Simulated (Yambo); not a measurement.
**Convergence of the G0W0 gap of Ba2MgWO6**

G0W0@LDA for Ba2MgWO6 (space group Fm-3m, No. 225) in Yambo. Reference settings: 2×2×2 Γ-centred k mesh, bands 3 to 214 and a 7 Ry block in the screening, 214 bands in G with the Bruneval-Gonze terminator, plasmon pole fitted at 27.2 eV. The LDA gap Γ → X on this mesh is 2.69 eV; G0W0 gaps are taken between the same points.

```
change from the reference                                G0W0 gap Γ → X (eV)  shift of the valence edge (eV)        rough Yambo cost
-------------------------------------------------------  -------------------  ------------------------------  ----------------------
reference settings                                                      4.50                           -0.46                       1
127 bands in W, 127 bands in G                                          4.60                           -0.35  within a factor of two
wavefunctions cut at 20 Ry                                              4.50                           -0.41  within a factor of two
wavefunctions cut at 30 Ry                                              4.50                           -0.45  within a factor of two
exchange cut at 10 Ry                                                   4.19                            0.71                       –
64 bands in W, 64 bands in G, 2 Ry block                                5.31                           -0.55               about 1/2
64 bands in W, 64 bands in G, 4 Ry block                                5.03                           -0.30               about 1/2
92 bands in W, 92 bands in G, 2 Ry block                                4.98                           -0.46  within a factor of two
127 bands in W, 127 bands in G, 4 Ry block                              4.63                           -0.33  within a factor of two
127 bands in W, 127 bands in G, 2 Ry block                              4.85                           -0.48  within a factor of two
170 bands in W, 170 bands in G, 2 Ry block                              4.78                           -0.52  within a factor of two
170 bands in W, 170 bands in G, 4 Ry block                              4.55                           -0.39  within a factor of two
64 bands in W, 64 bands in G, 3 Ry block, no terminator                 5.38                           -0.22               about 1/2
64 bands in W, 64 bands in G, no terminator                             5.18                            0.09  within a factor of two
127 bands in W, 127 bands in G, no terminator                           4.71                           -0.02  within a factor of two
```

The reference isn't shown to be the converged limit. Costs are rough (shared machines), scaled to the same edge states, and given only for runs that recompute the screening.

Without spin-orbit coupling, band edges of such heavy elements can be off by tenths of an eV.

Geometry of the Materials Project entry, not relaxed at this level; primitive cell a = b = c = 5.824 Å, α = β = γ = 60.00°.

A shift is the quasiparticle energy of the state minus its LDA energy.
